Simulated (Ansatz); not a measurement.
Here is the system:

MgPd (CsCl type)

```
MgPd
1.0
    6.20765     0.00000     0.00000
    3.10383     3.10383     0.00000
    0.00000     0.00000     3.10383
Mg Pd
2 2
Direct
  0.00000   0.00000   0.00000
  0.50000   0.00000   0.00000
  0.00000   0.50000   0.50000
  0.50000   0.50000   0.50000
```

The atoms are displaced by Q × the pattern below (from a DFPT mode at M = (0.5, 0.5, 0.0), largest move 1; Q in Å), at fixed cell. It is one choice among 2 degenerate patterns. (q is in reciprocal vectors of the primitive cell; the cell shown is doubled to hold the pattern.)

```csv
atom,x,y,z
Mg1,0.760,0.000,0.000
Mg2,-0.760,0.000,0.000
Pd3,0.000,1.000,0.000
Pd4,0.000,-1.000,0.000
```

Level of theory: LDA (plane waves to 420 eV, PAW, scalar-relativistic; Ansatz, a quantum-chemistry and plane-wave program). k mesh 15×15×15 (Γ-centred), Fermi-Dirac smearing 0.05 eV. Energies are smeared free energies. With partly filled bands, energies and forces of such displacements shift with the k mesh and the smearing. MgPd is run without spin polarisation. MgPd was relaxed with its symmetry unable to fall. ΔE is measured from the undisplaced structure.

The scan covers Q from -0.100 to 0.100 Å in 13 points.

### Question
Is this a single well or a double well?

### Answer
A single well with its minimum at or next to zero displacement.

### Question
Which space group does the distorted structure have?

### Answer
Cmmm (No. 65), lowered from Pm-3m.

### Question
What is the energy change at Q = 0.100 Å?

### Answer
30.3 meV/cell.

### Question
What harmonic wavenumber does the curvature at Q = 0 give?

### Answer
79 cm⁻¹.

(A displaced cell: forces are minus the slopes of the energy, force constants its curvatures, and phonons follow from these.)
